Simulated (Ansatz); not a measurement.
## MnB6: rattling a relaxed structure

The cell was found from a structure generator's guess, not taken from experiment.

Level of theory: Ansatz, DFT PBE, scalar-relativistic, plane waves, PAW. Settings: cutoff 420 eV, Γ-centred mesh 8×8×8 on the computed 7-atom cell, Gaussian smearing of 0.10 eV; no spin polarisation.

The cell below (7 atoms, space group Cmmm (No. 65)) is relaxed within its symmetry.

```cif
data_structure
_symmetry_space_group_name_H-M 'P 1'
_symmetry_Int_Tables_number 1
_cell_length_a 3.8733
_cell_length_b 3.8733
_cell_length_c 3.6200
_cell_angle_alpha 90.000
_cell_angle_beta 90.000
_cell_angle_gamma 97.974
_cell_volume 53.78
loop_
_atom_site_label
_atom_site_type_symbol
_atom_site_fract_x
_atom_site_fract_y
_atom_site_fract_z
_atom_site_occupancy
Mn1 Mn 0.00000 0.00000 0.00000 1
B1 B 0.50000 0.00000 0.25384 1
B2 B 0.00000 0.50000 0.74616 1
B3 B 0.50000 0.00000 0.74616 1
B4 B 0.00000 0.50000 0.25384 1
B5 B 0.80153 0.80153 0.50000 1
B6 B 0.19847 0.19847 0.50000 1
```

For the test it was strained at random (σ = 1.5 % a component), the atoms were moved at random (σ = 0.15 Å), and all was relaxed again on a coarse 6×6×6 mesh (in the run’s order of axes) with 0.20 eV smearing, with no symmetry imposed.

Trial moments died out on the coarse mesh, so the last step has no spin; another magnetic start might hold.

Problem. Is the structure stable against such a distortion?

Solution. It doesn't return. The energy falls by 39 meV/atom on that mesh, the volume changes by -3.3 %, and the end has space group C2/m (No. 12) at a loose tolerance. Relaxed again on an 8×8×8 mesh with 0.10 eV smearing, the new structure lies 38 meV/atom below the first (mesh in the axes of the run's cell; the cell below is made exact in the group named). Space group C2/m (No. 12), monoclinic, a = 5.909 Å, b = 4.885 Å, c = 3.604 Å, β = 90.5°. Mn is surrounded by 8 B at 2.06–2.08 Å and 4 B at 2.21 Å; around B on a site of symmetry 1 lie 1 B at 1.71 Å, 4 B at 1.83–1.92 Å, 1 Mn at 2.06 Å and 1 Mn at 2.21 Å; B on a site of symmetry 2 is surrounded by 2 B at 1.71 Å, 2 B at 1.83 Å, 2 Mn at 2.08 Å and 1 B at 2.09 Å.

```
Mn B
1.0
     2.95461   -2.44253    0.00000
     2.95461    2.44253    0.00000
    -0.03124    0.00000    3.60404
Mn B
1 6
Direct
  0.00000 0.00000 0.00000
  0.46283 0.07667 0.75278
  0.92333 0.53717 0.24722
  0.53717 0.92333 0.24722
  0.07667 0.46283 0.75278
  0.21341 0.78659 0.50000
  0.78659 0.21341 0.50000
```
